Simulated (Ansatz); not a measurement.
All-electron card of Hf

```
CELL_PARAMETERS angstrom
0.00000 2.22000 2.22000
2.22000 0.00000 2.22000
2.22000 2.22000 0.00000
ATOMIC_POSITIONS crystal
Hf 0.00000 0.00000 0.00000
```

The cell is COD entry 1534929, as deposited and not checked against the literature; nothing was relaxed.

No spin–orbit coupling, which matters for the heavy atoms here.

Level of theory: DFT, PBEsol, all-electron LAPW, scalar-relativistic in Ansatz 0.2.0.

The runs use a Γ-centred 16×16×16 k mesh, Fermi–Dirac smearing of 0.03 eV, basis error target 0.25 meV/atom, no spin polarisation.

```yaml
Density_of_states_at_the_Fermi_level_0.2_eV_bin: 1.53 states/eV per cell
Volume_per_atom: 21.88 Å³
```

Q: Give the computed value. Pressure at this cell.

A: -1.60 GPa.

Q: Band gap: what does the calculation give?

A: none: bands cross the Fermi level, a metal.
